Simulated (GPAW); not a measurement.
## Zr3S2 and the effect of the functional

```yaml
crystal:
  lattice:
    - [2.90254, 1.67578, 3.48777]
    - [-2.90254, 1.67578, 3.48777]
    - [0.00000, -3.35156, 3.48777]
  atoms:
    - { symbol: Zr, position: [0.83873, 0.50000, 0.16127] }
    - { symbol: Zr, position: [0.50000, 0.16127, 0.83873] }
    - { symbol: Zr, position: [0.16127, 0.83873, 0.50000] }
    - { symbol: S, position: [0.66502, 0.66502, 0.66502] }
    - { symbol: S, position: [0.33498, 0.33498, 0.33498] }
```

The cell comes from a database or a generator and needn't be the stable form of this composition.

Kept alike: task band structure; k mesh 4 × 4 × 4; occupations fermi-dirac, width 0.05 eV; no spin polarisation. Program: GPAW, potentials by row: the program's PAW data sets (release 1.2.1) made for this functional (LDA); GPAW PAW data sets (gpaw-data 1.2.1) (PBE); PAW data sets generated for this functional (PBEsol), cutoff 600 eV. The mesh is that of the run's cell of 5 atoms. No spin-orbit coupling.

| run | pressure (GPa) |
| --- | --- |
| A | -8.17 |
| B | -5.54 |
| C | -1.44 |

Pressure is positive in compression; the values hold the error of the finite cutoff, so their zero can differ a little from the energy's minimum. For a metal such a mesh leaves the last digits unconverged.

Question: The runs differ in the functional alone: LDA; PBE; PBEsol. Which run is which?

Answer: Run A is LDA; run B is PBEsol; run C is PBE. The pressure runs from -8.17 (LDA) to -1.44 GPa (PBE). From PBE: LDA -6.73; PBEsol -4.10.
